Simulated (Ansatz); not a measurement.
## Structure relaxation, TaN

The start is a generated cell, TaN built in the AFLOW prototype AB_tI16_140_ab_h (B37, as in TlSe). A full variable-cell relaxation at zero pressure is run with PBEsol (plane waves to 420 eV, PAW, scalar-relativistic; Ansatz, a quantum-chemistry and plane-wave program). First-step values are on the input's coarse k-mesh.

Ansatz input (later rounds restart from its end on a renewed k-mesh):
Ansatz 0.2 input:
```yaml
crystal:
  lattice:
    - [-3.0331069, 3.0331069, 2.6478305]
    - [3.0331069, -3.0331069, 2.6478305]
    - [3.0331069, 3.0331069, -2.6478305]
  atoms:
    - { symbol: N, position: [0.75, 0.75, 0] }
    - { symbol: N, position: [0.25, 0.25, 0] }
    - { symbol: N, position: [0.25, 0.75, 0.5] }
    - { symbol: N, position: [0.75, 0.25, 0.5] }
    - { symbol: Ta, position: [0.179, 0.679, 0.858] }
    - { symbol: Ta, position: [0.321, 0.179, 0.5] }
    - { symbol: Ta, position: [0.679, 0.821, 0.5] }
    - { symbol: Ta, position: [0.821, 0.321, 0.142] }
basis: { ecutwfc: 420, ecutrho_ratio: 4, xc_grid: 2, fft_grid_basis: typed }
kpoints: { mp_grid: { grid: [6, 6, 6] } }
hamiltonian:
  xc: pbesol
  dispersion: none
  pseudopotentials: { kind: paw }
scf: { occupations: { method: fermi_dirac, width: 0.05 } }
relax: { f_tol: 0.01, max_steps: 100, cell: { stress_tol: 0.02 } }
output: { forces: true, stress: true }
```

How large is the pressure on the unrelaxed cell, and of which sign?

-14 GPa (negative: the cell is under tension).

Which atoms feel the largest initial force, and how large is it?

About 0.7 eV/Å, on Ta5, Ta6, Ta7, Ta8 (atoms numbered as listed).

What symmetry does the relaxed structure have?

The space group goes from I4/mcm (No. 140) to Pm-3m (No. 221); the end is CsCl type, with 2 atoms in the primitive cell.

How does the volume per atom move from start to end?

-17.2 %, from 12.18 to 10.09 Å³/atom.

How do the shortest distances between atoms change?

The closest pairs of elements (up to four, under 3.6 Å), start → end: N–Ta 2.03 → 2.36 Å; N–N 2.65 → 2.72 Å; Ta–Ta 2.91 → 2.72 Å.

Give the final cell and atomic positions.


Space group Pm-3m (No. 221); a = b = c = 2.722 Å, α = β = γ = 90.00°

```
atom  site  symmetry       x       y       z
----  ----  --------  ------  ------  ------
N       1b      m-3m  0.5000  0.5000  0.5000
Ta      1a      m-3m  0.0000  0.0000  0.0000
```

Final values are on a 17×17×17 k-mesh of the relaxed cell. No spin polarisation in the result.

The run could not lose the symmetry of its start, so the end can be a saddle point.

The relaxed structure here is a generated cell of TaN: the first start was made by placing the elements on the sites of a structure type, and the end was not matched to a known phase here, so it may be hypothetical. Known forms of TaN include space group No. 225.
